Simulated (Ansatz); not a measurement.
**Property card for Li$_{2}$WS$_{4}$**

Li2WS4:
```
Li2WS4
1.0
   -2.95857     2.95857     4.43765
    2.95857    -2.95857     4.43765
    2.95857     2.95857    -4.43765
Li W S
2 1 4
Direct
  0.50000   0.00000   0.50000
  0.00000   0.50000   0.50000
  0.00000   0.00000   0.00000
  0.64543   0.07758   0.00000
  0.92242   0.92242   0.56785
  0.07758   0.64543   0.00000
  0.35457   0.35457   0.43215
```

Space group I-42m (No. 121); conventional cell a = b = 5.9171 Å, c = 8.8753 Å, α = β = γ = 90.00°.

Method: LDA in the plane-wave PAW code Ansatz. Structure relaxed to zero pressure with the same functional. Other levels are named where they apply.

Cell and energy:

```yaml
volume_per_atom: 22.20 Å³
density: 3.48 g/cm³
Formation energy from the elements (no fitted shifts): -823 meV/atom
```

Electronic structure:

```yaml
band_gap: 1.54 eV (indirect)
valence_band_maximum: at X
conduction_band_minimum: at M
smallest_direct_gap_on_the_standard_path: 1.90 eV
electron_effective_mass: 0.39, 0.82, 0.82 mₑ (principal values)
hole_effective_mass: 0.74, 1.2, 2.9 mₑ (principal values)
Hole effective mass with spin–orbit coupling: 0.74, 1.2, 2.8 mₑ (principal values)
HSE06 gap on the LDA cell: 2.46 eV
Gap with spin–orbit coupling: 1.54 eV
```

Mechanics:

```yaml
Bulk modulus (Birch–Murnaghan fit): 14.6 GPa
Pressure derivative B′: 6.8
Elastic constants (relaxed ions, GPa): C11 = 50.8, C12 = 5.2, C13 = 11.9, C33 = 15.8, C44 = 10.0, C66 = 5.3
mechanical_stability: stable (all eigenvalues of C positive)
hill_bulk_and_shear_moduli: 17.2 and 9.5 GPa
Young's modulus: 24.0 GPa
Poisson's ratio: 0.27
debye_temperature_from_the_elastic_constants: 194 K
Piezoelectric stress constants (proper, relaxed ions, C/m²): e14 = e25 = -0.10, e36 = -0.27
```

Dielectric response:

```yaml
Electronic dielectric constant ε∞ (DFPT): 4.98 (xx = yy), 5.36 (zz)
Born charges (a third of the trace): Li +0.85, W +2.59, S -1.07 e
Largest static χ(2) component: 50 pm/V
```

Charges:

```yaml
bader_charges: Li +0.86, W +1.55, S -0.82 e
```

The workflow started from a Materials Project entry (that database holds measured and hypothetical structures alike); the Crystallography Open Database copy checked does not list it. Whether it is the stable phase at ambient conditions was not checked. The LDA relaxation kept the symmetry of its start; its stability against distortions is not shown here. No spin polarisation was allowed. A crystal of weakly bound layers computed without a dispersion correction: the cell and the soft elastic constants depend strongly on that. Signs of piezoelectric constants follow the polarity of the cell as given. The references are the lowest solids computed at this level, not always the standard phases. Scalar-relativistic: spin–orbit coupling is off unless named, which matters more the heavier the elements.

Potentials: the later of the program's two PAW sets.
